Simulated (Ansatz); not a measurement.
The relaxed structure here is a generated cell of Ir: the first start was made by a random draw of sites in a space group, and the end was not matched to a known phase here, so it may be hypothetical. Known forms of Ir include space group No. 225.

A relaxed cell of Ir (Pm-3m (No. 221)), relaxed on a k-mesh at least as fine as the one used below. Computed with PBE (plane waves to 420 eV, PAW, scalar-relativistic; Ansatz, an electronic-structure program). Γ-centred k-mesh 9×9×5 on the run's cell (coarser than for final values), Fermi–Dirac smearing 0.05 eV.

```yaml
crystal:
  lattice:
    - [3.73235, 0.00000, 0.00000]
    - [0.00000, 3.73235, 0.00000]
    - [0.00000, 0.00000, 7.46471]
  atoms:
    - { symbol: Ir, position: [0.00000, 0.50000, 0.25000] }
    - { symbol: Ir, position: [0.00000, 0.50000, 0.75000] }
    - { symbol: Ir, position: [0.50000, 0.00000, 0.25000] }
    - { symbol: Ir, position: [0.50000, 0.00000, 0.75000] }
    - { symbol: Ir, position: [0.50000, 0.50000, 0.00000] }
    - { symbol: Ir, position: [0.50000, 0.50000, 0.50000] }
```

The atoms are displaced by (Å):

```csv
atom,ux,uy,uz
Ir1,0.045,0.043,-0.111
Ir2,0.006,0.122,-0.062
Ir3,-0.046,-0.029,-0.010
Ir4,-0.060,0.134,0.064
Ir5,0.014,-0.042,0.029
Ir6,0.119,-0.031,0.002
```

Task: What forces (eV/Å) and pressure result?

Result: 
```
atom     Fx     Fy     Fz
----  -----  -----  -----
Ir1   -0.71   0.02   0.47
Ir2    0.12   0.78  -0.31
Ir3    0.00   0.55   1.02
Ir4   -0.26  -1.19  -0.04
Ir5    0.87  -0.01  -0.67
Ir6   -0.03  -0.15  -0.46
```

Pressure +1.7 GPa.

The undisplaced cell is probably no minimum: from this displacement the run went on to R32 (No. 155), 0.06 eV/atom below it.

No spin polarisation in the result.
